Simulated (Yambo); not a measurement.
Given:

```xyz
4
Lattice="3.3451 -1.5213 -0.0198 3.3451 1.5213 -0.0198 -2.9825 0.0000 5.4428" Properties=species:S:1:pos:R:3 pbc="T T T"
O     -0.1295     0.0000     1.3138
O      3.8372     0.0000     4.0894
Na     1.8538     0.0000     2.7016
Au     3.3451     0.0000    -0.0198
```

Workflow: norm-conserving PBEsol (Quantum ESPRESSO, 88 Ry, without SOC), then G0W0 in Yambo (4×4×2 Γ-centred k mesh, bands 6 to 107 and a 8 Ry block in the screening, 107 bands in G with the Bruneval-Gonze terminator, plasmon pole fitted at 27.2 eV).

Q: Give the PBEsol and G0W0 gaps between the band edges found on this mesh, and say where the edges lie.

A: Edges: (0.25, -0.25, 0) → (0, 0.25, -0.5). PBEsol: 1.36 eV; G0W0: 3.22 eV. The mesh misses an edge: along a dense path the PBEsol gap is 1.17 eV. Convergence of the G0W0 settings was not tested. Spin-orbit coupling is left out, which matters for elements this heavy: edges can move by tenths of an eV.

Geometry strained from the cell relaxed with PBEsol, atoms relaxed again.

The structure is a Materials Project entry; no match was found in the copy of COD used, and its stability was not checked.
